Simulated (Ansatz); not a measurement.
**CuSn in Ansatz, relaxation**

The input file (Ansatz 0.2.0, plane waves):

```yaml
crystal:
  lattice:
    - [4.230778, 0.0, 0.0]
    - [-2.115389, 3.663965, 0.0]
    - [0.0, 0.0, 5.135498]
  atoms:
    - { symbol: Cu, position: [0.0, 0.0, 0.0] }
    - { symbol: Cu, position: [0.0, 0.0, 0.5] }
    - { symbol: Sn, position: [0.33333, 0.66667, 0.25] }
    - { symbol: Sn, position: [0.66666, 0.33333, 0.75] }
  symmetry: { tolerance: 0.0003 }
kpoints:
  mp_grid: { grid: [9, 9, 7], shift: [0, 0, 0] }
magnetization:
  spin_polarized: false
scf:
  occupations: { method: fermi_dirac }
  lower_state_search: "off"
hamiltonian:
  pseudopotentials: { kind: paw }
  xc: r2scan
basis:
  ecutwfc: 500
  fft_grid_basis: typed
relax:
  max_steps: 80
  cell: { p_target: 0.0 }
output:
  forces: true
  stress: true
  eigenvalues: true
  bader: true
  populations: true
  elf: true
  write_potential: true
  volumetric_format: npy
  dos:
    e_range: [-12, 8]
    de: 0.05
    projected: { site_lists: { Cu: [Cu], Sn: [Sn] } }
  write_density: true
checkpoint:
  read: saved_state
```

Run with:

```bash
ansatz run input.yaml --threads 2 --pin off --max-ram 2560MiB --backend cpu --events-out ev --progress --plain --runs-dir out
```

Origin of the cell: a database entry, scaled a little.

The smearing width isn't typed, so it takes its default of 0.1 eV.

The saved state is a converged single point of the same cell.

Steps («new basis» is an SCF on plane waves selected anew at the same cell):

```
step  ΔF (meV/atom)  max force component (eV/Å)  P (GPa)  volume (Å³)  SCF iterations   step was
   1            0.0                       0.000    -5.15        79.61               6   accepted
   2          -17.9                       0.000     2.55        72.47               8   accepted
   3          -22.7                       0.000    -0.37        74.70               7   accepted
   4          -22.8                       0.000    -0.03        74.41               6   accepted
   5          -22.6                       0.000    -0.04        74.41               7  new basis
   6          -22.6                       0.000     0.00        74.38               5   accepted
   7          -22.6                       0.000     0.00        74.38               5  new basis
```

The starting structure.

Space group P6_3/mmc (No. 194); the run's cell has a = 4.231 Å, b = 4.231 Å, c = 5.135 Å, α = 90.00°, β = 90.00°, γ = 120.00°. Shortest distances: Cu–Cu 2.57 Å, Cu–Sn 2.76 Å, Sn–Sn 3.54 Å.

The relaxed structure.

Space group P6_3/mmc (No. 194); the run's cell has a = 4.141 Å, b = 4.141 Å, c = 5.007 Å, α = 90.00°, β = 90.00°, γ = 120.00°. Shortest distances: Cu–Cu 2.50 Å, Cu–Sn 2.70 Å, Sn–Sn 3.46 Å.

```
CELL_PARAMETERS angstrom
4.14144 0.00000 0.00000
-2.07072 3.58659 0.00000
0.00000 0.00000 5.00725
ATOMIC_POSITIONS crystal
Cu 0.00000 0.00000 0.00000
Cu 0.00000 0.00000 0.50000
Sn 0.33333 0.66667 0.25000
Sn 0.66667 0.33333 0.75000
```

- Free energy lowered by: 22.6 meV/atom
- Volume change: -6.57 %
- Final pressure: 0.00 GPa
- Relaxation steps listed: 7
- Formation energy (elements under the same functional, gases as molecules, uncorrected): 0.007 eV/atom

Caveats: no moments, though an odd count or open d shells may carry them; the relaxation held the start's symmetry, so the end may be a saddle point.

Time: 42 s on 2 threads of Intel(R) Xeon(R) 6975P-C (Granite Rapids), with other jobs on the host, peak memory 0.71 GiB, from a saved density.
